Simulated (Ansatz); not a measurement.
**Defects and dopants in LuB2Rh3**

Calculated with the plane-wave PAW code Ansatz (scalar-relativistic, PAW set soft_2), not measured. The host crystal, relaxed (Kohn–Sham gap 0.00 eV):

```cif
data_structure
_symmetry_space_group_name_H-M 'P 1'
_symmetry_Int_Tables_number 1
_cell_length_a 5.3125
_cell_length_b 5.3125
_cell_length_c 3.1114
_cell_angle_alpha 90.000
_cell_angle_beta 90.000
_cell_angle_gamma 120.000
_cell_volume 76.05
loop_
_atom_site_label
_atom_site_type_symbol
_atom_site_fract_x
_atom_site_fract_y
_atom_site_fract_z
_atom_site_occupancy
B1 B 0.33333 0.66667 0.50000 1
B2 B 0.66667 0.33333 0.50000 1
Lu1 Lu 0.00000 0.00000 0.50000 1
Rh1 Rh 0.50000 0.50000 0.00000 1
Rh2 Rh 0.50000 0.00000 0.00000 1
Rh3 Rh 0.00000 0.50000 0.00000 1
```

Atoms are relaxed in small periodic supercells at the host's cell. Formation energies are those of the neutral defect, with atoms from and to the elements' standard states and no corrections; they are left out where an element with a U changes, an open 4f shell is known to end too high at times, atoms moved far or the cell holds a carrier in a band. Distances are those to the atoms of the nearest element, out to 1.25 times the shortest (mean and range); atoms of other elements can lie among them. They are left out where the atom moved off its site or the cell is too small to hold the shell. Moments under 0.05 μB aren't shown.

| defect | method | host atoms | formation energy (eV) | nearest element, host → defect (Å) | notes |
| --- | --- | --- | --- | --- | --- |
| B interstitial | PBEsol | 18 | – | – | b c d |
| C interstitial | PBEsol | 18 | – | 2 Rh: 1.89 (1.81 to 1.97) → 2.01 (1.88 to 2.15) | b c d |
| Lu vacancy | PBEsol | 18 | ? | ? | a |

Notes: a, atoms kept the symmetry of the start, so a distorted state could lie lower; b, most atoms moved far, the host may distort by itself; c, one start alone; d, one start site alone, and another structure may lie lower.

Q: What does the calculation give for the withheld row?

A: formation energy (eV): 4.37; nearest element, host → defect (Å): 6 B: 3.07 → 3.12.

Caveats: small cells.
